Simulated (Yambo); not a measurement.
A G0W0@PBEsol run in Yambo for LiNO3 (space group R-3c, No. 167) (4×4×4 Γ-centred k mesh, bands 3 to 109 and a 6 Ry block in the screening, 109 bands in G with the Bruneval-Gonze terminator, plasmon pole fitted at 27.2 eV) gives these matrix elements, in eV, at the band edges (F → (0.25, 0.25, 0.25)):

| state | E0 | <Vxc> | <Σx> | <Σc(E0)> | Z |
|---|---|---|---|---|---|
| valence edge | 0.000 | -20.481 | -27.133 | 4.647 | 0.809 |
| conduction edge | 3.053 | -17.978 | -12.958 | -2.159 | 0.826 |

Solve the linearised quasiparticle equation for both states, give the gap, and say how exchange and correlation each act on it.

E = E0 + Z(Σx + Σc − Vxc). Valence: 0.000 + 0.809 × (-27.133 + (4.647) − (-20.481)) = -1.62 eV. Conduction: 3.053 + 0.826 × (-12.958 + (-2.159) − (-17.978)) = 5.42 eV. The gap is 7.04 eV, against 3.05 eV in PBEsol. Replacing Vxc by bare exchange alone would open it by 11.67 eV; correlation takes back 6.81 eV of that, and Z scales what is left. Nearest settings tried, and what they do to the gap: 59 bands in W: +140 meV; 5 Ry block (127 vectors against 163): +43 meV. Not varied: bands in G, mesh. So the settings aren't converged at that level. 

Geometry of the Materials Project entry, not relaxed at this level; primitive cell a = 5.628 Å, b = 5.628 Å, c = 5.628 Å, α = 48.85°, β = 48.85°, γ = 48.85°.

The structure is a Materials Project entry; no match was found in the copy of COD used, and its stability was not checked.
